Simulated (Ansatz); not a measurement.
An Ansatz (an electronic-structure program) run. Input:

Ansatz 0.2 input:
```yaml
crystal:
  lattice:
    - [4.7063835616, 0.0, 0.0]
    - [0.0, 4.7063835616, 0.0]
    - [0.0, 0.0, 4.7063835616]
  atoms:
    - { symbol: Si, position: [0.1624085716, 0.3375914284, 0.6624085716] }
    - { symbol: Si, position: [0.3375914284, 0.6624085716, 0.1624085716] }
    - { symbol: Si, position: [0.6624085716, 0.1624085716, 0.3375914284] }
    - { symbol: Si, position: [0.8375914284, 0.8375914284, 0.8375914284] }
    - { symbol: Ru, position: [0.8705375392, 0.6294624608, 0.3705375392] }
    - { symbol: Ru, position: [0.6294624608, 0.3705375392, 0.8705375392] }
    - { symbol: Ru, position: [0.3705375392, 0.8705375392, 0.6294624608] }
    - { symbol: Ru, position: [0.1294624608, 0.1294624608, 0.1294624608] }
kpoints:
  mp_grid: { grid: [5, 5, 5] }
hamiltonian:
  xc: r2scan
  pseudopotentials: { azcp: { folder: ./paw }, kind: paw_fr }
magnetization: { noncollinear: true, spin_orbit: true }
scf:
  occupations: { method: gaussian, width: 0.01 }
output: { topological_invariants: true }
```

Output (shortened):

```
Pseudopotentials: kind: paw_fr
Pseudopotential: Si, paw, valence charge 4
Pseudopotential: Ru, paw, valence charge 16
Functional definition: r2SCAN
non-collinear run that drives no moment, with spin-orbit …
Crystal: 8 atoms, lattice volume = 104.247 Å³
Basis set: ecut = 500 eV, 2601 PW (Γ), exchange–correlation on 144×144×144 points (64 copies of the dense FFT grid, shifted against one another)
Bands: 120, of which v1, the nominal top of the filled ones, is band 80 counted from 1 (79 counted from 0)
Symmetry: 12 space group operations + 12 with time reversal
k-points: 11 of 125 (time reversal used)
Projection manifold: j_resolved (fully-relativistic pseudo-atomic orbitals)
PAW frozen core: Si, regenerated for the run's functional
PAW frozen core: Ru, regenerated for the run's functional
Initial density: superposition of atomic densities (chi_scale 0.1, normalization cell, long waves kept (reshape's long-wave potential 0.00 eV rms))
Initial wavefunctions: pseudopotential atomic-orbital guess
Eigensolver: davidson
Functional: x = r2scan, c = r2scan; τ floored in thin density (d = 2e-4 eV/Å³)
SCF iter   1: F=—  HF=-26100.310855 eV  |F-HF|=—  |Δ(HF+E_count)|=         —  Δρ=1.10e-1  dr2=1.37e1  dr2_τ=1.09e-1  dr2_m=0.00e0 (ungated)  ethr=3.10e-3  |M|=0.00e0 ∫|m|=0.00e0 μB  |m|>n=0.0e0 m-floor=0.0e0 τ_xc=0.0e0  β_m=0.30  ⟨swp⟩=5.5  Hψ=8039  notcnv=0  defer=196
all-band conjugate gradients solve this SCF's bands
preconditioner: auto → Resta (q_TF=auto, 2.611 Å⁻¹)
spin=Noncollinear: Resta preconditioning applied to the charge; magnetization (m_x, m_y, m_z) channels mix plain (no charge-response kernel on spin).
SCF iter   2: F=—  HF=-26098.046302 eV  |F-HF|=—  |Δ(HF+E_count)|=    2.26e0  Δρ=5.74e-2  dr2=2.90e0  dr2_τ=4.75e-2  dr2_m=0.00e0 (ungated)  ethr=3.10e-3  |M|=0.00e0 ∫|m|=0.00e0 μB  |m|>n=0.0e0 m-floor=0.0e0 τ_xc=0.0e0  β_m=0.42  ⟨swp⟩=3.0  Hψ=2374  notcnv=0  defer=376
SCF iter   3: F=—  HF=-26097.758602 eV  |F-HF|=—  |Δ(HF+E_count)|=   2.88e-1  Δρ=2.24e-2  dr2=3.82e-1  dr2_τ=2.47e-3  dr2_m=0.00e0 (ungated)  ethr=3.10e-3  |M|=0.00e0 ∫|m|=0.00e0 μB  |m|>n=0.0e0 m-floor=0.0e0 τ_xc=0.0e0  β_m=0.71  ⟨swp⟩=2.0  Hψ=1470  notcnv=0  defer=376
SCF iter   4: F=—  HF=-26097.766337 eV  |F-HF|=—  |Δ(HF+E_count)|=   7.74e-3  Δρ=3.27e-3  dr2=1.07e-2  dr2_τ=3.21e-4  dr2_m=0.00e0 (ungated)  ethr=4.77e-4  |M|=0.00e0 ∫|m|=0.00e0 μB  |m|>n=0.0e0 m-floor=0.0e0 τ_xc=0.0e0  β_m=0.76  ⟨swp⟩=2.6  Hψ=2098  notcnv=0  defer=376
SCF iter   5: F=—  HF=-26097.768219 eV  |F-HF|=—  |Δ(HF+E_count)|=   1.88e-3  Δρ=7.56e-4  dr2=4.07e-4  dr2_τ=2.79e-6  dr2_m=0.00e0 (ungated)  ethr=1.34e-5  |M|=0.00e0 ∫|m|=0.00e0 μB  |m|>n=0.0e0 m-floor=0.0e0 τ_xc=0.0e0  β_m=0.88  ⟨swp⟩=2.1  Hψ=1537  notcnv=0  defer=376
SCF iter   6: F=—  HF=-26097.769064 eV  |F-HF|=—  |Δ(HF+E_count)|=   8.45e-4  Δρ=1.95e-4  dr2=3.61e-5  dr2_τ=2.97e-7  dr2_m=0.00e0 (ungated)  ethr=5.09e-7  |M|=0.00e0 ∫|m|=0.00e0 μB  |m|>n=0.0e0 m-floor=0.0e0 τ_xc=0.0e0  β_m=0.94  ⟨swp⟩=2.0  Hψ=1536  notcnv=0  defer=376
SCF iter   7: F=—  HF=-26097.769255 eV  |F-HF|=—  |Δ(HF+E_count)|=   1.90e-4  Δρ=5.45e-5  dr2=4.27e-6  dr2_τ=7.05e-8  dr2_m=0.00e0 (ungated)  ethr=4.51e-8  |M|=0.00e0 ∫|m|=0.00e0 μB  |m|>n=0.0e0 m-floor=0.0e0 τ_xc=0.0e0  β_m=0.97  ⟨swp⟩=2.0  Hψ=1472  notcnv=0  defer=376
SCF iter   8: F=-26097.769257 eV  HF=-26097.769257 eV  |F-HF|=3.75e-8  |Δ(HF+E_count)|=   2.57e-6  Δρ=8.06e-6  dr2=4.25e-8  dr2_τ=7.69e-10  dr2_m=0.00e0 (ungated)  ethr=1.25e-10  |M|=0.00e0 ∫|m|=0.00e0 μB  |m|>n=0.0e0 m-floor=0.0e0 τ_xc=0.0e0  ⟨swp⟩=9.7  Hψ=7453  notcnv=0
Converged-ψ floor refinement (derivative, response, wavefunction or occupation consumer): ⟨swp⟩=7.7  Hψ=10112  notcnv=0
SCF 1 converged in 8 iterations: F = -26097.769257 eV  dr2 = 4.25e-8
NSCF: frozen V_eff on 11 k-points
SCF converged after 8 iterations
Magnetization: |M| = 0.0000 μB,  M = (+0.0000, +0.0000, +0.0000) μB
Absolute magnetization: 0.0000 μB (∫|m|)
  site 0: m = (+0.0000, +0.0000, +0.0000) μB, |m| = 0.0000 μB  (R = 0.98 Å)
  site 1: m = (+0.0000, +0.0000, +0.0000) μB, |m| = 0.0000 μB  (R = 0.98 Å)
  site 2: m = (+0.0000, +0.0000, +0.0000) μB, |m| = 0.0000 μB  (R = 0.98 Å)
  site 3: m = (+0.0000, +0.0000, +0.0000) μB, |m| = 0.0000 μB  (R = 0.98 Å)
  site 4: m = (+0.0000, +0.0000, +0.0000) μB, |m| = 0.0000 μB  (R = 0.98 Å)
  site 5: m = (+0.0000, +0.0000, +0.0000) μB, |m| = 0.0000 μB  (R = 0.98 Å)
  site 6: m = (+0.0000, +0.0000, +0.0000) μB, |m| = 0.0000 μB  (R = 0.98 Å)
  site 7: m = (+0.0000, +0.0000, +0.0000) μB, |m| = 0.0000 μB  (R = 0.98 Å)
Free energy (F): -26097.769257 eV
Harris-Foulkes:  -26097.769257 eV  (|F-HF|=3.75e-8)
Internal energy: -26097.769257 eV  (E = F + TS)
E sigma→0 (E₀):  -26097.769257 eV
Fermi energy:    18.172181 eV
--- Per-component energies (eV) ---
  E_band       = -432.938664
  E_kinetic    = 2028.990627
  E_local      = -7041.855142  (includes V_loc(G=0)·N_el)
  E_nonlocal   = 1739.201604
  E_hartree    = 2565.931432
  E_xc         = -874.557712
  E_vxc        = -1178.128868  (∫ρ·V_xc dr)
  E_paw        = -16129.781177  (= ΣΔE_a)
  E_vpaw       = -1192.450535  (= ΣTr[D̂ρ^β])
  E_aug_tail   = 0.002449  (compensation charges beyond the density's cutoff)
  E_vtau       = 79.434479  (kinetic-family band-sum trace: ∫τ·v_τ [+ j·A + Jᵃ·Aᵃ] dr)
  E_ewald      = -8384.152154
  E_core_change = -1.549183  (= ΣΔE_core)
  E_smearing   =  0.000000  (= −TS)
  E_closure    =  0.000000  (closes the sum)
  Σ components = -26097.769257   (vs F -26097.769257, Δ=0.00e0)
  [band-id]    e_kinetic+e_local+e_nonlocal+2·e_hartree+e_vxc+e_vpaw+e_augmentation_tail+e_vtau = -432.942522   (vs E_band -432.938664, Δ=-3.86e-3)
--- Band table (eV; the first three rows and the last of 11) ---
  k-point 0: bands = ["-56.8452", "-56.8452", "-56.7896", "-56.7896", "-56.7896", "-56.7896", "-56.7896", "-56.7896", "-28.4344", "-28.4344", "-28.4344", "-28.4344", "-28.4239", "-28.4239", "-28.2913", "-28.2913", "-25.2229", "-25.2229", "-25.1914", "-25.1914", "-25.1914", "-25.1914", "-25.0981", "-25.0981", "-25.0426", "-25.0426", "-25.0426", "-25.0426", "-24.8808", "-24.8808", "-24.8808", "-24.8808", "4.8583", "4.8583", "9.2101", "9.2101", "9.2101", "9.2101", "9.2512", "9.2512", "12.2980", "12.2980", "12.2980", "12.2980", "12.3026", "12.3026", "13.1269", "13.1269", "13.2149", "13.2149", "13.2178", "13.2178", "13.2178", "13.2178", "14.0811", "14.0811", "14.0811", "14.0811", "14.1638", "14.1638", "14.1686", "14.1686", "14.1686", "14.1686", "15.4563", "15.4563", "15.4563", "15.4563", "15.4993", "15.4993", "17.3460", "17.3460", "17.4972", "17.4972", "17.4972", "17.4972", "17.6265", "17.6265", "17.6265", "17.6265", "19.0935", "19.0935", "19.1962", "19.1962", "19.1962", "19.1962", "21.3950", "21.3950", "21.3950", "21.3950", "21.5014", "21.5014", "22.7515", "22.7515", "22.7515", "22.7515", "23.6561", "23.6561", "23.6746", "23.6746", "23.6746", "23.6746", "24.0868", "24.0868", "25.4716", "25.4716", "25.5332", "25.5332", "25.5332", "25.5332", "25.8266", "25.8266", "25.8266", "25.8266", "25.8874", "25.8874", "26.9747", "26.9747", "29.0381", "29.0381"]
  k-point 1: bands = ["-56.8411", "-56.8411", "-56.8008", "-56.8008", "-56.7883", "-56.7883", "-56.7837", "-56.7837", "-28.4496", "-28.4417", "-28.4375", "-28.4310", "-28.4061", "-28.4004", "-28.3020", "-28.3018", "-25.2474", "-25.2092", "-25.2062", "-25.1965", "-25.1808", "-25.1522", "-25.1250", "-25.1089", "-25.0803", "-25.0269", "-25.0189", "-24.9839", "-24.9085", "-24.8920", "-24.8829", "-24.8817", "5.1596", "5.1597", "8.3580", "8.3670", "9.2736", "9.2885", "9.8069", "9.8473", "11.3971", "11.4138", "12.5200", "12.5312", "12.6959", "12.7362", "12.8126", "12.8536", "12.8724", "12.8732", "13.3361", "13.3576", "13.9473", "13.9768", "14.0071", "14.0132", "14.1007", "14.1097", "14.1205", "14.1368", "14.2690", "14.3444", "14.3464", "14.3558", "15.1521", "15.1935", "15.5606", "15.6248", "15.7826", "15.8060", "16.7923", "16.8607", "16.9922", "17.0187", "17.4331", "17.4858", "17.5790", "17.6573", "17.9486", "18.0393", "18.6037", "18.6610", "18.9569", "18.9900", "19.8197", "19.8864", "21.0157", "21.0550", "21.2274", "21.3475", "21.6081", "21.6718", "22.0516", "22.2254", "22.8012", "22.8182", "23.3304", "23.3576", "23.4752", "23.5400", "23.8930", "23.9461", "24.4746", "24.4959", "24.7561", "24.7584", "25.0380", "25.0819", "25.4833", "25.5055", "26.1939", "26.3310", "26.3679", "26.3748", "27.5772", "27.6411", "27.9998", "28.0048", "28.1100", "28.1429"]
  k-point 2: bands = ["-56.8302", "-56.8302", "-56.8155", "-56.8155", "-56.7854", "-56.7854", "-56.7829", "-56.7829", "-28.4521", "-28.4459", "-28.4430", "-28.4375", "-28.3688", "-28.3660", "-28.3307", "-28.3297", "-25.2519", "-25.2361", "-25.1937", "-25.1870", "-25.1620", "-25.1576", "-25.1445", "-25.1222", "-25.0644", "-25.0214", "-24.9664", "-24.9342", "-24.9323", "-24.9141", "-24.9140", "-24.8998", "6.0052", "6.0052", "7.1950", "7.1963", "9.4756", "9.5005", "9.8332", "9.8637", "11.2711", "11.3074", "11.9290", "11.9599", "12.7979", "12.8367", "13.0085", "13.0220", "13.2251", "13.2325", "13.3198", "13.3529", "13.9412", "13.9433", "14.1211", "14.1242", "14.1361", "14.1743", "14.2295", "14.2529", "14.6815", "14.7693", "14.7745", "14.7918", "15.2717", "15.3030", "15.3587", "15.3909", "15.6019", "15.6639", "15.9794", "16.0981", "16.8814", "16.9331", "17.1086", "17.1805", "17.6726", "17.7890", "17.8553", "17.9451", "18.3120", "18.4051", "18.5026", "18.5681", "20.2683", "20.3077", "20.7575", "20.8119", "20.8971", "20.9326", "21.2196", "21.3806", "22.8223", "22.8330", "23.0882", "23.1151", "23.3260", "23.3343", "23.5566", "23.6037", "23.9499", "23.9887", "24.3838", "24.4111", "24.8672", "24.8679", "24.9162", "24.9351", "25.1145", "25.1630", "26.7620", "26.8265", "26.8862", "26.9093", "27.2136", "27.2254", "28.3166", "28.3292", "29.6492", "29.6719"]
  k-point 10: bands = ["-56.8124", "-56.8124", "-56.8092", "-56.8092", "-56.7973", "-56.7973", "-56.7952", "-56.7952", "-28.4201", "-28.4180", "-28.4143", "-28.4095", "-28.3891", "-28.3814", "-28.3786", "-28.3745", "-25.2750", "-25.2738", "-25.1704", "-25.1490", "-25.1456", "-25.1300", "-25.1219", "-25.1136", "-25.0542", "-25.0285", "-25.0107", "-24.9728", "-24.9670", "-24.9556", "-24.8677", "-24.8652", "7.7997", "7.8054", "8.2228", "8.2507", "8.6746", "8.7158", "8.9946", "9.0140", "10.9221", "10.9493", "11.1245", "11.1690", "12.1169", "12.1576", "12.3011", "12.3173", "13.3744", "13.3895", "13.4876", "13.5011", "13.6358", "13.6377", "13.8259", "13.8427", "13.9645", "14.0093", "14.1550", "14.1619", "14.1980", "14.2166", "14.2635", "14.2984", "15.8242", "15.8425", "16.0774", "16.1572", "16.2759", "16.3438", "16.4194", "16.5490", "16.6410", "16.6501", "16.6510", "16.7055", "16.8018", "16.8477", "16.9048", "16.9227", "18.5713", "18.6067", "18.6867", "18.6993", "19.3419", "19.3559", "19.4680", "19.5039", "21.6900", "21.7199", "21.9734", "22.0259", "22.9269", "22.9392", "23.7254", "23.7276", "23.8424", "23.9003", "24.1382", "24.1523", "24.1803", "24.1852", "24.5878", "24.6082", "25.0995", "25.1134", "25.9896", "26.0033", "27.3014", "27.3915", "27.7928", "27.8750", "28.7003", "28.7837", "29.2746", "29.2940", "29.3499", "29.3795", "29.4611", "29.4947"]
  band table: 120 of 120 bands, residual norms ≤ 1.0e-3 eV
--- Topological invariants of the lowest 80 bands, as many as the electrons (of this functional, at the state reached) ---
  Z2 = 0;(000)
  bands 80 and 81 are separated throughout the zone, as estimated from the states at the SCF's k-points
  smallest direct gap kept (no minimum is searched for): 0.3289 eV, known to 9.6e-4 eV, at k = (0.0646, 0.1354, 0.3354) in reciprocal vectors
  plane       ν
  k1 = 0      0
  k1 = 1/2    0
  k2 = 0      0
  k2 = 1/2    0
  k3 = 0      0
  k3 = 1/2    0
```

Cost: very roughly 6 core-minutes on shared cores.

Space group P2_13. The cell was relaxed with r²SCAN under the symmetry of its start. No spin polarisation was allowed.

Potentials: the earlier of the program's two PAW sets.

Ansatz is a plane-wave DFT program.
